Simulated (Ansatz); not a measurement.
# Stability checks on a candidate for Na4Bi

The structure comes from a generated guess, relaxed at this level; another structure or a mixture of phases may lie lower.

Computed with DFT PBE, scalar-relativistic, plane waves, PAW (Ansatz 0.2.0). Plane waves to 420 eV, an 8×8×8 mesh through Γ for the 5-atom cell and 0.10 eV Gaussian smearing; no spin polarisation.

```cif
data_structure
_symmetry_space_group_name_H-M 'Im-3m'
_symmetry_Int_Tables_number 229
_cell_length_a 7.4151
_cell_length_b 7.4151
_cell_length_c 7.4151
_cell_angle_alpha 90.000
_cell_angle_beta 90.000
_cell_angle_gamma 90.000
_cell_volume 407.70
loop_
_atom_site_label
_atom_site_type_symbol
_atom_site_symmetry_multiplicity
_atom_site_Wyckoff_symbol
_atom_site_fract_x
_atom_site_fract_y
_atom_site_fract_z
_atom_site_occupancy
Na1 Na 8 c 0.25000 0.25000 0.25000 1
Bi1 Bi 2 a 0.00000 0.00000 0.00000 1
```

Energies over the elements count from the elements' standard structures at the same level, with no fitted energy shifts.

**Question.** These tests were run: energy against the elements; phonons at Γ. What do they show?

**Answer.**

```json
{"test": "energy against the elements", "result": "−0.19 eV/atom"}
{"test": "phonons at Γ", "result": "imaginary modes down to 52i cm⁻¹"}
```

It fails one test: phonons at Γ. So it isn't even a local minimum.

Spin–orbit coupling, which can matter for Bi, is left out. The run for the phonons used an 8×8×8 k mesh and Fermi–Dirac smearing of 0.15 eV.
